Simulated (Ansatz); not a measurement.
BiB (zinc blende, F-43m) at seven volumes, the program Ansatz at the r²SCAN level (PAW), scaled uniformly. One row is withheld.

```
V (Å³/atom)  P (GPa)
-----------  -------
18.822          9.35
19.442          5.70
20.063             ?
20.683          0.00
21.304         -2.22
21.924         -4.01
22.545         -5.60
```

**Question.** Fit the shown pressures and predict the withheld one.

**Answer.** P = (3/2)B₀(x^(7/2) − x^(5/2))[1 + (3/4)(B′ − 4)(x − 1)] with x = (V₀/V)^(2/3). Least squares on the six rows gives V₀ = 20.683 Å³/atom, B₀ = 79.4 GPa, B′ = 4.71. At V = 20.063, x = 1.0205 and P = 2.60 GPa. The run itself gave 2.62 GPa.

The cell is a constructed one: a structure type filled with these elements; neither database checked (COD, Materials Project) lists it. Its standing as an ambient phase is unchecked. The r²SCAN relaxation kept the symmetry of its start; whether a distortion lowers the energy is not shown. Scalar-relativistic: spin–orbit coupling is off unless named, which matters more the heavier the elements.

Potentials: the later of the program's two PAW sets.
